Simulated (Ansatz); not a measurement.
Relaxation path: fcc Au (110), 4 layers

DFT, PBE, PAW with Ansatz's default frozen-core files, scalar-relativistic (Ansatz 0.2.0); a Γ-centred 12×9×1 k mesh, Fermi–Dirac smearing of 0.05 eV, no spin polarisation. The run relaxes the atoms in the fixed cell.

Command: `ansatz run input.yaml --threads 1 --pin off --max-ram 3584MiB --backend cpu --events-out ev --progress --plain --runs-dir out` It took 2.7 min on 1 thread of Arm Neoverse V1 (shared host), peak memory 0.6 GiB.

```yaml
crystal:
  lattice:
    - [2.9400990585, 0.0, 0.0]
    - [0.0, 4.1579279633, 0.0]
    - [0.0, 0.0, 20.4101]
  atoms:
    - { symbol: Au, position: [0.25, 0.25, 0.3919616124] }
    - { symbol: Au, position: [0.75, 0.75, 0.4639872039] }
    - { symbol: Au, position: [0.25, 0.25, 0.5360127957] }
    - { symbol: Au, position: [0.75, 0.75, 0.6080383876] }
kpoints:
  mp_grid: { grid: [12, 9, 1] }
scf:
  occupations: { method: fermi_dirac, width: 0.05 }
hamiltonian:
  xc: pbe
  pseudopotentials: { kind: paw }
output:
  forces: true
  stress: true
  eigenvalues: true
relax:
  f_tol: 0.01
  max_steps: 40
efield:
  axis: 3
  amplitude: 0
  dipole_correction: true
```

Each step lists its free energy a cell above the last geometry, and Cartesian positions (Å) with forces (eV/Å).

The first step:

```
step 1  dF = 156.82 meV
  Au 0.7350 1.0395 8.0000   0.0000 0.0000 0.4377
  Au 2.2051 3.1184 9.4700   0.0000 0.0000 -0.6164
  Au 0.7350 1.0395 10.9401   0.0000 0.0000 0.6164
  Au 2.2051 3.1184 12.4101   0.0000 0.0000 -0.4377
```

Spin–orbit coupling is left out, which matters for the heavy atoms.

Where does the relaxation end, and by which steps?

After 4 geometries, with a shortest distance of 2.805 Å. The further steps:
```
step 2  dF = 2.47 meV
  Au 0.7350 1.0395 8.1566   0.0000 0.0000 -0.0662
  Au 2.2051 3.1184 9.3376   0.0000 0.0000 -0.0853
  Au 0.7350 1.0395 11.0725   0.0000 0.0000 0.0853
  Au 2.2051 3.1184 12.2535   0.0000 0.0000 0.0662
step 3  dF = 3.13 meV  (not accepted)
  Au 0.7350 1.0395 8.1230   0.0000 0.0000 0.0812
  Au 2.2051 3.1184 9.2992   0.0000 0.0000 0.0741
  Au 0.7350 1.0395 11.1109   0.0000 0.0000 -0.0741
  Au 2.2051 3.1184 12.2871   0.0000 0.0000 -0.0812
step 4  dF = 0.00 meV
  Au 0.7350 1.0395 8.1441   0.0000 0.0000 -0.0044
  Au 2.2051 3.1184 9.3199   0.0000 0.0000 -0.0062
  Au 0.7350 1.0395 11.0902   0.0000 0.0000 0.0062
  Au 2.2051 3.1184 12.2660   0.0000 0.0000 0.0044
```
